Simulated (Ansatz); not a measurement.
**Electric field gradients in MgI$_{2}$**

```
CELL_PARAMETERS angstrom
4.15370 0.00000 0.00000
-2.07685 3.59721 0.00000
0.00000 0.00000 6.86200
ATOMIC_POSITIONS crystal
Mg 0.00000 0.00000 0.00000
I 0.33333 0.66667 0.75763
I 0.66667 0.33333 0.24237
```

Atoms are numbered in the order listed.

The cell is a measured one (Crystallography Open Database entry 2013551); the temperature and pressure of the measurement aren't taken into account, and nothing was relaxed.

Methods: DFT, PBE, all-electron PAW with datasets made for the crystal, scalar-relativistic (Ansatz 0.2.0); DFT, PBE, PAW with Ansatz's default frozen-core files, scalar-relativistic (Ansatz 0.2.0).

For the crystal-made all-electron datasets (AE datasets): a Γ-centred 7×7×4 k mesh, Fermi–Dirac smearing of 0.03 eV, cutoff 260 eV (chosen by the program for this cell), no spin polarisation. PAW takes a cutoff of 420 eV at this cell. The Ansatz runs share mesh, smearing and spin set-up.

Spin–orbit coupling is left out, which moves gradients at and beside heavy atoms by some per cent and at worst by a factor of two.

Vzz is the principal value of largest size of the traceless field-gradient tensor, in 10²¹ V/m², and η = (Vxx − Vyy)/Vzz with |Vzz| ≥ |Vyy| ≥ |Vxx|.

| site | site symmetry | Vzz (η), AE datasets | Vzz (η), PAW |
| --- | --- | --- | --- |
| Mg1 | -3m. | 0.02 (η = 0.00) | 0.01 (η = 0.00) |
| I2 | 3m. | -5.03 (η = 0.00) | -5.03 (η = 0.00) |

The Cartesian tensor at I2 from AE datasets, in 10²¹ V/m²:

```
 2.51  0.00  0.00
 0.00  2.51  0.00
 0.00  0.00 -5.03
```

Problem. Taking Q(I-127) = -0.696 b, what quadrupole coupling constant follows at I2 from AE datasets?

Solution. Cq = eQVzz/h = 24.180 MHz × -0.696 × (-5.03) = 84.7 MHz.
